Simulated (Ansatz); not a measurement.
PtC (zinc blende, F-43m) under volume change, DFT-PBE in the program Ansatz with PAW potentials, scaled uniformly.

| V (Å³/atom) | E − E(relaxed) (meV/atom) | P (GPa) |
|---|---|---|
| 11.949 | 86.6 | 25.70 |
| 12.343 | 36.2 | 15.62 |
| 12.737 | 8.5 | 7.14 |
| 13.131 | 0.0 | -0.01 |
| 13.525 | 7.6 | -6.02 |
| 13.919 | 28.8 | -11.06 |
| 14.313 | 61.3 | -15.29 |

### Question
What does a third-order Birch–Murnaghan fit give for V₀, B₀ and B′?

### Answer
V₀ = 13.13 Å³/atom, B₀ = 218 GPa, B′ = 4.8.

The start of the workflow was typed in or built on a structure type; neither database checked (COD, Materials Project) lists it. Its standing as an ambient phase is unchecked. The cell was relaxed with PBE under the symmetry of its start; its stability against distortions is not shown here. No spin polarisation was allowed. Its formation energy is positive at this level, so the cell may be metastable or incomplete. Spin–orbit coupling is left out wherever it is not named.

Potentials: the earlier of the program's two PAW sets.
